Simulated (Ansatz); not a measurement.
Total density of states per atom from the program Ansatz at the PBE level (PAW), in 0.25 eV bins, energy from the Fermi level:

```
E (eV) | states/eV/atom
    -7.85 | # 0.08
    -7.60 | # 0.09
    -7.35 | # 0.10
    -7.10 | # 0.11
    -6.85 | # 0.12
    -6.60 | # 0.13
    -6.35 | # 0.15
    -6.10 | ## 0.17
    -5.85 | ## 0.19
    -5.60 | ## 0.23
    -5.35 | ### 0.30
    -5.10 | ##### 0.58
    -4.85 | ###### 0.68
    -4.60 | ######### 0.91
    -4.35 | ########### 1.17
    -4.10 | ########### 1.12
    -3.85 | ############ 1.23
    -3.60 | ############## 1.51
    -3.35 | ############### 1.60
    -3.10 | ############ 1.25
    -2.85 | ################### 2.01
    -2.60 | ################### 2.03
    -2.35 | ######################## 2.50
    -2.10 | ####################### 2.41
    -1.85 | ############# 1.40
    -1.60 | ############# 1.37
    -1.35 | #################### 2.08
    -1.10 | ###################### 2.29
    -0.85 | ############################## 3.16
    -0.60 | ############################ 2.94
    -0.35 | ########## 1.08
    -0.10 | ######## 0.89
     0.15 | ######## 0.86
     0.40 | ######## 0.87
     0.65 | ######### 0.97
     0.90 | ############# 1.40
     1.15 | ##################### 2.17
     1.40 | ######### 0.95
     1.65 | ### 0.37
     1.90 | ### 0.34
     2.15 | ### 0.32
     2.40 | ### 0.31
     2.65 | ### 0.28
     2.90 | ### 0.27
     3.15 | ## 0.26
     3.40 | ## 0.26
     3.65 | ## 0.25
     3.90 | ## 0.24
     4.15 | ## 0.23
     4.40 | ## 0.23
     4.65 | ## 0.22
```

Problem. Which compound is it?
A) Mg, hcp (Mg type)
B) Gd, hcp (Mg type)
C) Os, hcp (Mg type)
D) Co, hcp (Mg type)

Solution. D, Co, hcp (Mg type). Within 0.5 eV of the Fermi level: Co 3d 90 %, Co 4s 6 %. Projections are on Löwdin-orthogonalised atomic valence shells; empty p or d shells of many metals are not among them.

Space group P6_3/mmc (hcp (Mg type)). Symmetry was held in the PBE relaxation. Spin order of the final state: ferromagnetic, chosen from 5 collinear starts compared on coarse meshes (ties went to the first, and starts can fall back to one state), not a proven ground state. Textbook magnetic order: ferromagnetic.

Potentials: the earlier of the program's two PAW sets.
